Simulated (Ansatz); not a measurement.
Molecular dynamics on a 1×1×1 supercell (4 atoms) of TlScTe2 (ordering on rocksalt), relaxed with r2SCAN. Forces come from r2SCAN in Ansatz: a Langevin thermostat at fixed volume, 2200 K, steps of 1 fs. Spin polarisation is off, nuclei are classical, and the run is far too short for thermal averages. The structure comes from a prototype and may be hypothetical.

```yaml
crystal:
  lattice:
    - [2.1314763039, 1.2306084178, 8.1037482907]
    - [-2.1314763039, 1.2306084178, 8.1037482907]
    - [0.0, -2.4612168357, 8.1037482907]
  atoms:
    - { symbol: Tl, position: [1.0, 0.0, 0.0] }
    - { symbol: Sc, position: [0.5, 0.5, 0.5] }
    - { symbol: Te, position: [0.2340974141, 0.2340974141, 0.2340974141] }
    - { symbol: Te, position: [0.7659025859, 0.7659025859, 0.7659025859] }
kpoints:
  mp_grid: { grid: [4, 4, 4] }
hamiltonian:
  xc: r2scan
scf:
  occupations: { method: fermi_dirac, width: 0.19 }
md:
  ensemble: nvt_langevin
  temperature: 2200
  timestep: 1.0
  n_steps: 40
  initial_velocities: maxwell_boltzmann
  seed: 9318
```

Run as `ansatz run input.yaml --threads 4 --pin off --max-ram 3686MiB --backend cpu --events-out ev --progress --plain --runs-dir out`.

Q: What wall time did it need on 4 threads of Arm Neoverse V1 (shared host), and how much host memory at the peak?

A: About 4.3 min, with a peak of 0.85 GiB.

Q: How do temperature and energy develop?

A: The temperature starts at 1650 K, is lowest at step 30 (759 K, 30 fs) and ends at 1093 K. The thermostat hasn't had time to restore it. The atoms start on their lattice sites with kinetic energy alone, so much of it first passes into potential energy. The first value is 3/4 of the setting, since velocities are drawn without the motion of the centre of mass and T is counted over all atoms. By the last step the atoms have moved 0.18 Å in the root mean square, the drift of the whole cell taken out, 0.26 Å at most.
```
step  t (fs)  T (K)  free energy F from step 0 (meV/atom)  kinetic energy (meV/atom)  largest force (eV/Å)
   0       0   1650                                   0.0                      213.3                  0.00
   1       1   1719                                   0.2                      222.3                  0.09
   2       2   1685                                   0.8                      217.8                  0.18
   3       3   1538                                   1.8                      198.9                  0.28
   4       4   1734                                   3.2                      224.2                  0.37
   5       5   1872                                   5.3                      242.0                  0.49
   6       6   1890                                   7.9                      244.3                  0.61
   7       7   2102                                  11.0                      271.7                  0.73
   8       8   2153                                  14.6                      278.4                  0.85
   9       9   1949                                  18.7                      251.9                  0.97
  10      10   1723                                  23.0                      222.8                  1.08
  11      11   1584                                  27.5                      204.8                  1.19
  12      12   1715                                  32.2                      221.6                  1.30
  13      13   1761                                  37.4                      227.6                  1.42
  14      14   1875                                  43.0                      242.3                  1.54
  15      15   1689                                  48.8                      218.3                  1.66
  16      16   1422                                  54.6                      183.7                  1.78
  17      17   1536                                  60.7                      198.6                  1.90
  18      18   1481                                  66.9                      191.4                  2.02
  19      19   1239                                  73.1                      160.2                  2.14
  20      20   1035                                  78.9                      133.7                  2.24
  21      21   1169                                  84.3                      151.1                  2.34
  22      22   1190                                  89.7                      153.8                  2.43
  23      23   1150                                  94.7                      148.6                  2.51
  24      24   1001                                  99.0                      129.3                  2.58
  25      25   1203                                 103.0                      155.5                  2.63
  26      26   1108                                 106.4                      143.2                  2.68
  27      27    974                                 109.6                      125.9                  2.73
  28      28   1022                                 112.7                      132.1                  2.78
  29      29    858                                 115.0                      110.9                  2.81
  30      30    759                                 116.5                       98.1                  2.82
  31      31    895                                 117.1                      115.7                  2.82
  32      32   1046                                 117.7                      135.1                  2.82
  33      33    985                                 118.5                      127.3                  2.82
  34      34   1057                                 119.1                      136.6                  2.82
  35      35   1326                                 119.4                      171.4                  2.81
  36      36   1116                                 118.7                      144.3                  2.78
  37      37   1131                                 116.9                      146.1                  2.74
  38      38    991                                 115.0                      128.1                  2.69
  39      39   1130                                 112.5                      146.0                  2.62
  40      40   1093                                 109.2                      141.2                  2.55
```

Positions (Å) and forces (eV/Å) at step 40:
```
Tl   2.034   1.274   8.147     0.040   0.008   0.237
Sc   0.122  -0.212  12.330    -0.314   1.932  -1.629
Te  -0.116   0.187   5.733     0.166  -1.908   1.482
Te   0.016  -0.033  18.751     0.109  -0.033  -0.091
```
